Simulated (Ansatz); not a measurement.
Data:

Si$_{2}$Ni:
```
Si2Ni
1.0
    0.00000     2.69423     2.69423
    2.69423     0.00000     2.69423
    2.69423     2.69423     0.00000
Ni Si
1 2
Cartesian
  0.00000   0.00000   0.00000
  1.34712   1.34712   1.34712
  4.04135   4.04135   4.04135
```

This is the PBEsol-relaxed structure.

Task: All from the program Ansatz at the PBEsol level (PAW), unless another level is named. Predict the bulk modulus (Birch–Murnaghan fit).

Result: 159 GPa.

Task: What about the elastic constants (relaxed ions, GPa)?

Result: C11 = 199, C12 = 141, C44 = 79.9.

Space group Fm-3m (fluorite or antifluorite type). Symmetry was held in the PBEsol relaxation. The workflow began spin-polarised and lost its moments. As this level gives no gap, shear constants depend on the k-mesh and smearing (Fermi–Dirac, 0.1 eV here).

Potentials: the later of the program's two PAW sets.
